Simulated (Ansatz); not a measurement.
CuI:
```
CuI
1.0
    4.19054     0.00000     0.00000
   -2.09527     3.62911     0.00000
    0.00000     0.00000     9.72409
Cu I
3 3
Direct
  0.49983   0.49983   0.50000
  0.50017   0.00000   0.83333
  0.00000   0.50017   0.16667
  0.49998   0.49998   0.00000
  0.50002   0.00000   0.33333
  0.00000   0.50002   0.66667
```

Relaxed with r²SCAN+D4. Special points in fractions of this cell's reciprocal vectors: Γ (0.000, 0.000, 0.000); M (0.500, 0.000, 0.000); K (0.333, 0.333, 0.000); A (0.000, 0.000, 0.500); L (0.500, 0.000, 0.500); H (0.333, 0.333, 0.500).

List the band energies nearest the valence-band maximum at these points for r²SCAN+D4 in the plane-wave PAW code Ansatz.

In eV from the valence-band maximum; about four levels below and three above (degenerate sets whole), none deeper than 8.9 eV; points with the same levels are listed once.

| k | below | above |
|---|---|---|
| Γ | -1.29 -1.29 -0.63 -0.53 -0.53 | 1.19 3.16 3.16 |
| M | -1.52 -1.37 -1.18 -1.09 | 1.88 2.56 2.71 |
| K | -1.69 -1.69 -1.61 -1.21 -1.21 | 1.87 2.97 2.97 |
| A | -1.31 -1.31 -1.17 0.00 | 2.44 2.44 3.14 |
| L | -1.46 -1.35 -1.31 -1.16 | 1.70 2.62 3.02 |
| H | -1.75 -1.75 -1.42 -0.80 | 2.94 3.11 3.11 |

Space group P6_422. The start of the workflow was typed in or built on a structure type; neither database checked (COD, Materials Project) lists it. It is not the phase usual at ambient conditions (space group No. 216). Symmetry was held in the r²SCAN+D4 relaxation; its stability against distortions is not shown here. The workflow began spin-polarised and lost its moments. The volume moved by -31 % from the start of the relaxation. Point labels and valley counts follow the cell and symmetry of the run, lower than the named group. Spin–orbit coupling is left out wherever it is not named.

Potentials: the later of the program's two PAW sets.
